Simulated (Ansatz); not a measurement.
CaF2 (fluorite)

```
CaF2
1.0
    0.00000     2.71018     2.71018
    2.71018     0.00000     2.71018
    2.71018     2.71018     0.00000
Ca F
1 2
Direct
  0.00000   0.00000   0.00000
  0.25000   0.25000   0.25000
  0.75000   0.75000   0.75000
```

The slice is a {111} plane (indices of the conventional cell) through the point (0.000, 0.000, 0.000) (fractional), spanned by u = [100] and v = [-1 2 0] in vectors of this cell: u (3.83 Å) and v (6.64 Å, at 90° to u). It covers one period; positions are fractions (u, v).

These are PBEsol (plane waves to 420 eV, PAW, scalar-relativistic; Ansatz, a first-principles code) values and carry that method's errors. k mesh 11×11×11. Near the nuclei the fields are pseudised (PAW); where an atom keeps semicore shells as valence, they peak there. CaF2 was relaxed with its symmetry unable to fall. The PAW data are Ansatz's earlier set.

Question: Predict the map of the electron localisation function (ELF) on the slice.

Answer: 
```
|xx@@-   .   -@@x|
|x@@#. .===. .#@@|
|@@#: .+###+. :#@|
|=-.  :*%%%*:  .-|
|     -*%%%*-    |
|..   :+#%#+:   .|
|*+-   -+*+-   -+|
|%#+:   ...   :+#|
|%%*-         -*%|
|%%*:  .-=-.  :*%|
|##+. :#@@@#: .+#|
|==. .#@@x@@#. .=|
|.   -@@xxx@@-   |
|    =@xxxxx@=   |
|.   -@@xxx@@-   |
|==. .#@@x@@#. .=|
|##+. :#@@@#: .+#|
|%%*:  .-=-.  :*%|
|%%*-         -*%|
|%#+:   ...   :+#|
|*+-   -+*+-   -+|
|..   :+#%#+:   .|
|     -*%%%*-    |
|=-.  :*%%%*:  .-|
|@@#: .+###+. :#@|
|x@@#. .===. .#@@|
|xx@@-   .   -@@x|
|xxx@=       =@xx|
```
Scale: ten equal steps from 0.03 (start of ' ') to 0.86 (end of '@'), in the order ' .:-=+*#%@'. Values: electron localisation function (ELF). The map has 16 points along u (one character each, u = 0 at the left) and 28 along v (v = 0 in the bottom row). Points within 0.5 Å of a nucleus are blanked (x), as the pseudised field means little there.
